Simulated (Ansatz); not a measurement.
Computed scan of one atom of the cell: YPd2Si2 (space group I4/mmm)

YPd2Si2 (space group I4/mmm)

```xyz
5
Lattice="-2.0480 2.0480 4.9553 2.0480 -2.0480 4.9553 2.0480 2.0480 -4.9553" Properties=species:S:1:pos:R:3 pbc="T T T"
Y      0.0000     0.0000     0.0000
Si     0.0000     0.0000     6.1136
Si     0.0000     0.0000     3.7970
Pd     0.0000     2.0480     2.4776
Pd     2.0480     0.0000     2.4776
```

In each cell atom 3 (Si, nearest neighbour Si at 2.317 Å; its periodic images, 4.1 Å or more away, move with it) moves by s·(0.707, 0.707, 0.000) (along Cartesian [110]), the rest being held.

Computed with PBEsol (plane waves to 420 eV, PAW, scalar-relativistic; Ansatz, an electronic-structure program). k mesh 13×13×13 (Γ-centred), Fermi-Dirac smearing 0.05 eV. The energy includes the smearing's −TS. Compression counts positive. With partly filled bands, energies and forces of such displacements shift with the k mesh and the smearing. F∥ is the force on the atom along that direction. F⊥ is the part of the force across the line. YPd2Si2 is run without spin polarisation. YPd2Si2 was relaxed with its symmetry unable to fall. The zero of ΔE is the undisplaced structure.

```
s (Å)   ΔE (eV/cell)  |F⊥| (eV/Å)  F∥ (eV/Å)  P (GPa)
------  ------------  -----------  ---------  -------
-0.230         0.219        0.380      1.919      1.2
-0.184         0.140        0.244      1.529      0.8
-0.138         0.079        0.135      1.143      0.5
-0.092         0.035        0.057      0.760      0.2
-0.046         0.009        0.010      0.379      0.1
0.000          0.000        0.006      0.000      0.0
0.046          0.009        0.010     -0.379      0.1
0.092          0.035        0.057     -0.760      0.2
0.138          0.079        0.135     -1.143      0.5
0.184          0.140        0.244     -1.529      0.8
0.230          0.219        0.380     -1.919      1.2
```

Read from the data:

| Quantity | Value |
|---|---|
| Energy at s = 0.230 Å | 219 meV/cell |
| Force along the line at s = -0.230 Å | 1.92 eV/Å |
| Symmetry of the curve | even: the same for both signs |
| Shape of the curve | a single well with its minimum at or next to zero displacement |
| Force constant k = d²E/ds² at s = 0 (finite differences) | 8.24 eV/Å² |
| Harmonic estimate at the end of the scan | ½ks² = 218 meV/cell against the computed 219 meV/cell, so the well is close to harmonic there |

The 11 points together took about 25 core-minutes (a rough figure).

(For displaced atoms, the force is minus the slope of the energy, and its curvature is a force constant, which sets phonon frequencies.)
